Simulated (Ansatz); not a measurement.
Relaxed-ion elastic tensor of ZrAg (rock salt, Fm-3m) in GPa (Voigt order), plane-wave PAW PBEsol (Ansatz code); density 7.59 g/cm³, 21.77 Å³ per atom.

```
  204   51.6   51.6    0.0    0.0    0.0
 51.6    204   51.6    0.0    0.0    0.0
 51.6   51.6    204    0.0    0.0    0.0
  0.0    0.0    0.0  -21.2    0.0    0.0
  0.0    0.0    0.0    0.0  -21.2    0.0
  0.0    0.0    0.0    0.0    0.0  -21.2
```

Q: Is the crystal mechanically stable?

A: No: the smallest eigenvalue of C is -21.2 GPa.

The start of the workflow was typed in or built on a structure type; neither database checked (COD, Materials Project) lists it. COD files the formula under space group No. 129. Its standing as an ambient phase is unchecked. The PBEsol relaxation kept the symmetry of its start. At this level the phase is mechanically unstable. The run is not spin-polarised. Its formation energy is positive at this level, so the cell may be metastable or incomplete. As this level gives no gap, shear constants depend on the k-mesh and smearing (Fermi–Dirac, 0.1 eV here).

Potentials: the earlier of the program's two PAW sets. The files were generated under PBE; for other functionals the program regenerates the frozen cores, and for LDA and PBEsol the local potential too.
